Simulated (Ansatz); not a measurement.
K₂LiBiCl₆:
```
CELL_PARAMETERS angstrom
      0.00000     5.20997     5.20997
      5.20997     0.00000     5.20997
      5.20997     5.20997     0.00000
ATOMIC_POSITIONS crystal
  K  0.75000 0.75000 0.75000
  K  0.25000 0.25000 0.25000
  Li 0.50000 0.50000 0.50000
  Bi 0.00000 0.00000 0.00000
  Cl 0.74231 0.25769 0.25769
  Cl 0.25769 0.74231 0.74231
  Cl 0.25769 0.74231 0.25769
  Cl 0.74231 0.25769 0.74231
  Cl 0.25769 0.25769 0.74231
  Cl 0.74231 0.74231 0.25769
```

r²SCAN (plane waves, PAW; program Ansatz) gives a gap of 4.07 eV without spin–orbit coupling, maximum at X, minimum at L.

**Question.** What happens when spin–orbit coupling is switched on?

**Answer.** The gap drops by 1.15 eV, to 2.92 eV; maximum at X, minimum at Γ.

**Question.** Give the electron effective mass with spin–orbit coupling.

**Answer.** 0.80 mₑ (isotropic).

**Question.** Give the hole effective mass with spin–orbit coupling.

**Answer.** 0.55, 4.2, 4.2 mₑ (principal values).

Space group Fm-3m. The workflow started from a Materials Project entry (that database holds measured and hypothetical structures alike); the Crystallography Open Database copy checked does not list it. Whether it is the stable phase at ambient conditions was not checked. Symmetry was held in the r²SCAN relaxation; its stability against distortions is not shown here.

Potentials: the later of the program's two PAW sets.
